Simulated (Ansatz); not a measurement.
**Rocksalt alloy of MgO and CaO (40 of 64 Mg sites exchanged), 128 atoms**

Ansatz, PAW, plane waves. PBEsol relaxation of volume and atoms (shape held) at the single k point (½, ½, ½); single points on the relaxed atoms at the Γ point alone, onto which points of the small cell's zone fold. Arrangement: quasirandom. No spin–orbit coupling unless named.

Relaxed structure:

```
O Mg Ca
1.0
     0.00000    9.17630    9.17630
     9.17630    0.00000    9.17630
     9.17630    9.17630    0.00000
O Mg Ca
64 24 40
Direct
  0.36536 0.13587 0.12390
  0.87892 0.11853 0.12176
  0.12351 0.37742 0.36345
  0.38004 0.62026 0.11925
  0.38917 0.12137 0.62655
  0.62762 0.36079 0.38938
  0.87682 0.62225 0.13775
  0.86277 0.13518 0.62333
  0.12411 0.87677 0.37378
  0.13139 0.36915 0.88213
  0.38343 0.62744 0.62086
  0.63146 0.85985 0.38095
  0.62583 0.37446 0.87186
  0.86222 0.63570 0.62330
  0.12117 0.87992 0.87969
  0.62533 0.87718 0.86378
  0.13625 0.37710 0.12462
  0.37574 0.13670 0.36176
  0.61072 0.37568 0.12421
  0.86213 0.12326 0.38844
  0.11085 0.87112 0.12910
  0.12310 0.37635 0.62382
  0.38013 0.62745 0.37078
  0.63974 0.87639 0.12302
  0.37910 0.12154 0.87660
  0.63586 0.36359 0.62465
  0.87677 0.63835 0.36175
  0.86842 0.11502 0.88391
  0.11782 0.86971 0.63144
  0.37474 0.60976 0.88964
  0.63475 0.87737 0.62621
  0.87402 0.63786 0.86459
  0.12397 0.13479 0.37685
  0.36775 0.38174 0.13059
  0.61641 0.13182 0.38261
  0.87105 0.37786 0.12682
  0.12464 0.62372 0.36267
  0.38886 0.86360 0.12459
  0.12059 0.11663 0.88087
  0.38325 0.36776 0.61777
  0.62143 0.64032 0.36738
  0.87590 0.87543 0.12427
  0.64299 0.11693 0.86941
  0.87448 0.36443 0.62370
  0.12219 0.62785 0.87442
  0.37976 0.87204 0.62016
  0.61770 0.63158 0.88204
  0.86404 0.87716 0.63626
  0.13074 0.12912 0.12255
  0.62015 0.12761 0.13004
  0.12580 0.61264 0.13448
  0.12138 0.12962 0.61765
  0.37302 0.37599 0.36416
  0.61567 0.63540 0.12656
  0.63108 0.11528 0.62462
  0.88528 0.37516 0.37538
  0.12018 0.62954 0.62832
  0.38711 0.86572 0.37209
  0.36571 0.37374 0.88605
  0.62695 0.63568 0.61306
  0.86220 0.87486 0.38669
  0.87287 0.37784 0.87462
  0.38669 0.87469 0.87503
  0.86987 0.87919 0.86763
  0.99747 0.99477 0.00482
  0.24745 0.25719 0.24794
  0.48987 0.50082 0.00979
  0.75190 0.75089 0.25067
  0.75187 0.24555 0.74235
  0.74794 0.76113 0.74657
  0.25078 0.25330 0.00454
  0.00639 0.50036 0.24738
  0.50925 0.99472 0.74864
  0.74686 0.24073 0.50813
  0.75068 0.75339 0.49668
  0.99790 0.25434 0.49495
  0.24666 0.49685 0.24674
  0.50321 0.75093 0.99643
  0.50907 0.23875 0.50617
  0.75053 0.99712 0.74984
  0.50820 0.74944 0.49360
  0.75441 0.99911 0.99426
  0.25333 0.49189 0.01010
  0.49052 0.25762 0.24926
  0.74547 0.99845 0.51021
  0.00038 0.74413 0.24738
  0.50059 0.74618 0.25255
  0.99364 0.75416 0.75002
  0.50625 0.99721 0.99818
  0.00316 0.50100 0.00209
  0.99276 0.00285 0.50530
  0.50636 0.99877 0.49902
  0.74456 0.24729 0.25533
  0.99740 0.50205 0.49314
  0.25198 0.74705 0.24650
  0.25410 0.24630 0.75140
  0.50447 0.49831 0.49909
  0.25013 0.74779 0.75219
  0.99448 0.99752 0.25366
  0.50438 0.99783 0.24909
  0.74663 0.24773 0.00039
  0.24936 0.74468 0.00422
  0.99383 0.00243 0.75033
  0.25082 0.25258 0.49310
  0.49849 0.49813 0.24927
  0.74835 0.75375 0.99877
  0.99649 0.50454 0.74957
  0.25213 0.74964 0.50009
  0.50161 0.49816 0.75159
  0.00073 0.24798 0.00118
  0.25318 0.00120 0.24898
  0.49878 0.25167 0.00311
  0.74923 0.99632 0.25148
  0.99803 0.75006 0.00324
  0.25255 0.99917 0.75054
  0.74984 0.50143 0.25429
  0.99274 0.75299 0.50220
  0.24979 0.49972 0.75297
  0.74575 0.50314 0.74997
  0.25310 0.99788 0.00072
  0.00160 0.25276 0.25218
  0.25198 0.00142 0.49638
  0.74398 0.50549 0.99953
  0.99557 0.24636 0.75170
  0.25246 0.49794 0.49528
  0.50584 0.24290 0.75049
  0.75287 0.50280 0.49477
  0.50567 0.75066 0.74899
```

Q: What are the mean bond lengths by pair (pairs within 1.2 times the sum of covalent radii, less contacts 15 % beyond the pair's median; cation–cation pairs of compounds aside; long ionic contacts are cut short by that bound)?

A: Ca–O 2.336 ± 0.056 Å (standard deviation, 240 bonds); Mg–O 2.225 ± 0.079 Å (standard deviation, 142 bonds).

Q: What gap lies between the top filled and the lowest empty level in the single points?

A: HSE06 5.87 eV (44 s on NVIDIA GB200).
